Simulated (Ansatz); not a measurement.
MgF₂:
Space group P4₂/mnm (No. 136); a = 4.626 Å, b = 4.626 Å, c = 3.049 Å, α = 90.00°, β = 90.00°, γ = 90.00°

| atom | site | symmetry | x | y | z |
|---|---|---|---|---|---|
| Mg | 2a | m.mm | 0.0000 | 0.0000 | 0.0000 |
| F | 4f | m.2m | 0.3029 | 0.3029 | 0.0000 |

Relaxed with r²SCAN. 

**Question.** HSE06 on this cell (Ansatz, a quantum-chemistry and plane-wave program, PAW) gives a gap of 9.45 eV. What does r²SCAN give?

**Answer.** 8.06 eV.

Cost on shared cores: the r²SCAN run (SCF on a 6×6×9 mesh, then bands and DOS) about 60 core-seconds (a rough figure), the HSE06 run (SCF on 4×4×5, then a few points) about 90 core-seconds (a rough figure); the tasks are unlike.

Space group P4_2/mnm (rutile). The r²SCAN relaxation kept the symmetry of its start.

Potentials: the earlier of the program's two PAW sets. The files were generated under PBE; for other functionals the program regenerates the frozen cores, and for LDA and PBEsol the local potential too.

Ansatz is a plane-wave DFT program.
